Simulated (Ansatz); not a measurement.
Pt (fcc (Cu type)), relaxed with r²SCAN+D4 (Ansatz, a quantum-chemistry and plane-wave program, plane waves, PAW): a = 3.929 Å, b = 3.929 Å, c = 3.929 Å, α = 90.00°, β = 90.00°, γ = 90.00°.

Q: The same phase is relaxed and computed with PBE in the same code. What is the cell now?

A: a = b = c = 3.970 Å, α = β = γ = 90.00°.

All cells were relaxed under the symmetry of their starts (and spin orders); stability against distortions was not tested throughout. Rows with no word on spin ran without spin polarisation. Spin–orbit coupling is left out wherever it is not named.

Potentials: the earlier of the program's two PAW sets.

Ansatz is a plane-wave DFT program.
